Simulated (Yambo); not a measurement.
Material: CsCl (CsCl type, space group Pm-3m, No. 221) under isotropic strain of -3 % on all lattice vectors; a = 3.9435 Å, b = 3.9435 Å, c = 3.9435 Å, α = 90.00°, β = 90.00°, γ = 90.00° (2 atoms in the cell). The PBEsol cell relaxed from Materials Project entry mp-22865 was given an isotropic strain of -3 % on all lattice vectors, and the atoms were relaxed again.

With PBEsol (Quantum ESPRESSO, PseudoDojo norm-conserving, 58 Ry, no spin-orbit coupling), the gap between the mesh's edge points (Γ → Γ) is 5.076 eV.

By how much does one-shot G0W0 (Yambo; 4×4×4 Γ-centred k mesh, 124 bands and a 8 Ry block in the screening, 124 bands in G with the Bruneval-Gonze terminator, plasmon pole fitted at 27.2 eV) open this gap, and what gap results?

The correction is 2.578 eV, giving 7.654 eV, 1.5 times the PBEsol value.  Convergence of the G0W0 settings was not tested.
